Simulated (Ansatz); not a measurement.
WC: a ladder of calculations

Cell of run 1: a structure deposited in the COD, whose atoms a relaxation with PBE at fixed cell left in place.

```cif
data_structure
_symmetry_space_group_name_H-M 'P 1'
_symmetry_Int_Tables_number 1
_cell_length_a 2.8982
_cell_length_b 2.8982
_cell_length_c 2.8314
_cell_angle_alpha 90.000
_cell_angle_beta 90.000
_cell_angle_gamma 120.000
_cell_volume 20.60
loop_
_atom_site_label
_atom_site_type_symbol
_atom_site_fract_x
_atom_site_fract_y
_atom_site_fract_z
_atom_site_occupancy
W1 W 0.00000 0.00000 0.00000 1
C2 C 0.66667 0.33333 0.50000 1
```

Atom numbers follow the list; atoms alike are taken as one site, whose name carries the number of the first.

All runs are DFT with Ansatz 0.2.0 (plane waves and PAW, scalar-relativistic unless spin–orbit coupling is named, Γ-centred meshes, Fermi–Dirac smearing where given) in this cell. Start moments of run 1 as typed (μB): 2 on each W, none on the rest.

Run 1: PBE, with a start moment, atoms relaxed; 420 eV, 18×18×16 k-points, smearing 0.05 eV.
Run 2: r2SCAN, with a start moment, at the relaxed atoms; 500 eV, 18×18×16 k-points, smearing 0.05 eV.
Run 3: PBE with spin–orbit coupling, with a start moment, at the relaxed atoms; 420 eV, 18×18×16 k-points, smearing 0.05 eV.
Run 4: LDA, with a start moment, at the relaxed atoms; 420 eV, 18×18×16 k-points, smearing 0.05 eV.
Run 5: PBEsol, with a start moment, at the relaxed atoms; 420 eV, 18×18×16 k-points, smearing 0.05 eV.

| run | W V_zz (η) |
| --- | --- |
| 1 | -13.57 (0.00) |
| 2 | ? |
| 3 | -12.83 (0.00) |
| 4 | -14.30 (0.00) |
| 5 | -13.83 (0.00) |

V_zz in 10²¹ V/m²; 1 of the 2 sets of like atoms are followed.

**Question.** Estimate the row of run 2.

**Answer.** W: -13.48 (0.00). It lies nearest to run 1, from whose tensors on these sites it differs by 0.08 at most (largest principal value of the difference, on W). Taken one at a time, the functional (between the two that differ most) moves the tensors on these sites by up to 0.81 (largest principal value of the change, on W), spin–orbit coupling by 0.74 (W). Without a gap such differences can lie within the error of the k-mesh, so this order isn't firm.

In run 2 the program didn't check the stability of the electronic state in full, so a lower one may lie near. In runs 1, 2, 3, 4, 5 there is no gap above 0.1 eV, so the gradients can move by 10 % or more with the k-mesh. In runs 1, 2, 3, 4, 5 the start moments die out. The cell isn't the equilibrium one in runs 1, 3, 4 (calculated pressure 9, 8, -7 GPa), and the entry's cell may itself be off.
